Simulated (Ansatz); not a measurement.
MoRu₂: relaxed-ion elastic tensor

Theory: DFT PBE, scalar-relativistic, plane waves, PAW (Ansatz). Plane waves to 420 eV; Γ-centred k mesh 12×12×8; Fermi-Dirac smearing of 0.15 eV. No spin polarisation.

Relaxed structure:
```
CELL_PARAMETERS angstrom
4.78680 0.00000 0.00000
-2.39340 4.14549 0.00000
0.00000 0.00000 4.37002
ATOMIC_POSITIONS crystal
Mo 0.66667 0.33333 0.00000
Mo 0.33333 0.66667 0.00000
Ru 0.00000 0.00000 0.00000
Ru 0.00000 0.33098 0.50000
Ru 0.66902 0.66902 0.50000
Ru 0.33098 0.00000 0.50000
```

It was reached by relaxing an invented guess, and it needn't be the stable form of this composition. In a metal, frequencies and elastic constants depend on the k mesh and the smearing, soft modes and shear constants most.

Problem. Give the relaxed-ion elastic constants (GPa, Voigt order xx yy zz yz xz xy, on the Cartesian axes of the cell above).

Solution.
```
461.6 203.8 175.1   0.0   0.0   0.0
203.8 461.6 175.1   0.0   0.0   0.0
175.0 175.0 545.6   0.0   0.0   0.0
  0.0   0.0   0.0 142.9   0.0   0.0
  0.0   0.0   0.0   0.0 142.9   0.0
  0.0   0.0   0.0   0.0   0.0 128.9
```

Problem. Is the crystal stable against homogeneous strain?

Solution. Yes: the least eigenvalue of the tensor is 128.9 GPa.

Problem. And the moduli of a polycrystal (Hill averages)?

Solution. B = 286 GPa, G = 143 GPa, E = 368 GPa, ν = 0.29.
